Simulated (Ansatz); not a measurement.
CaS:
```
CELL_PARAMETERS angstrom
      0.00000     2.81662     2.81662
      2.81662     0.00000     2.81662
      2.81662     2.81662     0.00000
ATOMIC_POSITIONS crystal
  Ca 0.00000 0.00000 0.00000
  S  0.50000 0.50000 0.50000
```

Relaxed with PBEsol.

Question: Give the Bader charges and basin volumes of the independent atoms, the program Ansatz at the PBEsol level (PAW).

Answer: 

| atom | Bader charge (e) | Bader volume (Å³) |
|---|---|---|
| Ca1 | +1.45 | 13.3 |
| S2 | -1.45 | 31.4 |

Space group Fm-3m (rock salt). The cell was relaxed with PBEsol under the symmetry of its start.

Potentials: the later of the program's two PAW sets.
